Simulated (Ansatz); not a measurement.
# Fields on a plane of CaAu2Ge2 (space group I4/mmm)

```
CELL_PARAMETERS angstrom
     -2.19114     2.19114     5.07115
      2.19114    -2.19114     5.07115
      2.19114     2.19114    -5.07115
ATOMIC_POSITIONS crystal
  Ca 0.00000 0.00000 0.00000
  Ge 0.38147 0.38147 0.00000
  Ge 0.61853 0.61853 0.00000
  Au 0.75000 0.25000 0.50000
  Au 0.25000 0.75000 0.50000
```

The slice is a (100) plane (indices of the conventional cell) through the point (0.000, 0.000, 0.000) (fractional), spanned by u = [101] and v = [110] in vectors of this cell: u (4.38 Å) and v (10.14 Å, at 90° to u). It covers one period; positions are fractions (u, v).

Atoms on it: Ca at (0.00, 0.00); Ge at (0.00, 0.38); Ge at (0.00, 0.62); Au at (0.50, 0.25); Au at (0.50, 0.75).

Method: LDA (plane waves to 420 eV, PAW, scalar-relativistic; Ansatz, an electronic-structure program). k mesh 15×15×15. These are valence fields of a PAW run, semicore shells included where kept as valence: close to a nucleus they are smooth pseudo fields. CaAu2Ge2 was relaxed with its symmetry unable to fall. Spin-orbit coupling is left out, though Au is heavy.

```
|xx94000100049x|
|99710122210179|
|54101233321014|
|00013333333100|
|00133344433310|
|00133456543310|
|112335xxx53321|
|222246xxx64222|
|334335xxx53343|
|33443456543443|
|xx34433433443x|
|xx24533333542x|
|xx34533333543x|
|23455322235543|
|55553211123555|
|77653100013567|
|55553211123555|
|23455322235543|
|xx34533333543x|
|xx24533333542x|
|xx34433433443x|
|33443456543443|
|334335xxx53343|
|222246xxx64222|
|112335xxx53321|
|00133456543310|
|00133344433310|
|00013333333100|
|54101233321014|
|99710122210179|
|xx94000100049x|
|xx96000000069x|
```
Scale: ten equal steps from 0.04 (start of '0') to 0.85 (end of '9'), in the order '0123456789'. Values: electron localisation function (ELF). The map has 14 points along u (one character each, u = 0 at the left) and 32 along v (v = 0 in the bottom row). Points within 0.5 Å of a nucleus are blanked (x), as the pseudised field means little there.

```
|xxxxxxxx33779999997733xxxxxx|
|xxxxxx005588999999885500xxxx|
|xx00004477889999998877440000|
|3333557777776655667777775533|
|77778888661100xx001166888877|
|9999887711xxxxxxxxxx11778899|
|99998855xxxxxxxxxxxxxx558899|
|66667744xxxxxxxxxxxxxx447766|
|00003333xxxxxxxxxxxxxx333300|
|xxxxxx1100xxxxxxxxxx0011xxxx|
|xxxxxx00331100xx00113300xxxx|
|xxxxxxxx44666655666644xxxxxx|
|xxxxxxxx55889999998855xxxxxx|
|xxxxxx117799999999997711xxxx|
|xxxx0055889999999999885500xx|
|0011447799999999999999774411|
|xxxx0055889999999999885500xx|
|xxxxxx117799999999997711xxxx|
|xxxxxxxx55889999998855xxxxxx|
|xxxxxxxx44666655666644xxxxxx|
|xxxxxx00331100xx00113300xxxx|
|xxxxxx1100xxxxxxxxxx0011xxxx|
|00003333xxxxxxxxxxxxxx333300|
|66667744xxxxxxxxxxxxxx447766|
|99998855xxxxxxxxxxxxxx558899|
|9999887711xxxxxxxxxx11778899|
|77778888661100xx001166888877|
|3333557777776655667777775533|
|xx00004477889999998877440000|
|xxxxxx005588999999885500xxxx|
|xxxxxxxx33779999997733xxxxxx|
|xxxxxxxx22779999997722xxxxxx|
```
Scale: ten equal steps from 1.00 (start of '0') to 9.80 (end of '9'), in the order '0123456789'. Values: electrostatic potential energy of an electron, from the cell's mean, in eV. The map has 14 points along u (two characters each, u = 0 at the left) and 32 along v (v = 0 in the bottom row). Points within 1 Å of a nucleus are blanked (x), as the pseudised field means little there. Values under 1 eV are set to 1. The zero, the cell's mean, hangs on the PAW cores.
